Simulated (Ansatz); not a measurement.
This run works on a proposed trial structure, not on a known crystal.

Input and command of a plane-wave DFT calculation in Ansatz:

```yaml
crystal:
  lattice:
    - [2.5591297591, -6.29801474, 0.0]
    - [2.5591297591, 6.29801474, 0.0]
    - [0.0, 0.0, 11.4595681026]
  atoms:
    - { symbol: Sc, position: [0.1551279565, 0.8448720435, 0.4408913951] }
    - { symbol: Sc, position: [0.1551279565, 0.8448720435, 0.0591086049] }
    - { symbol: Sc, position: [0.7961213513, 0.2038786487, 0.25] }
    - { symbol: Sc, position: [0.8448720435, 0.1551279565, 0.5591086049] }
    - { symbol: Sc, position: [0.8448720435, 0.1551279565, 0.9408913951] }
    - { symbol: Sc, position: [0.2038786487, 0.7961213513, 0.75] }
    - { symbol: S, position: [0.9654446441, 0.0345553559, 0.3720977013] }
    - { symbol: S, position: [0.678817693, 0.321182307, 0.4304460081] }
    - { symbol: S, position: [0.9654446441, 0.0345553559, 0.1279022987] }
    - { symbol: S, position: [0.678817693, 0.321182307, 0.0695539919] }
    - { symbol: S, position: [0.0345553559, 0.9654446441, 0.6279022987] }
    - { symbol: S, position: [0.321182307, 0.678817693, 0.5695539919] }
    - { symbol: S, position: [0.0345553559, 0.9654446441, 0.8720977013] }
    - { symbol: S, position: [0.321182307, 0.678817693, 0.9304460081] }
    - { symbol: S, position: [0.2607429534, 0.7392570466, 0.25] }
    - { symbol: S, position: [0.7392570466, 0.2607429534, 0.75] }
basis:
  ecutwfc: 420
kpoints:
  mp_grid: { grid: [8, 8, 4] }
hamiltonian:
  xc: pbe
scf:
  occupations: { method: gaussian, width: 0.1 }
output:
  forces: true
  stress: true
  eigenvalues: true
relax:
  adjacent_minimum: "off"
  f_tol: 0.01
  max_steps: 80
  cell: { stress_tol: 0.05 }
```

```bash
ansatz run input.yaml --threads 1 --pin off --max-ram 2560MiB --backend cpu --events-out ev --progress --plain --runs-dir out
```

Processor: Arm Neoverse V1, 1 thread, on a host shared with other jobs.

Q: How long does it run, and how much memory does it take?

A: About 8.7 min, peak memory 1.4 GiB. It solves 79 bands at 63 k points (after reduction by symmetry) with about 7287 plane waves (on the last cell), in 26 SCF iterations over 4 ionic steps.
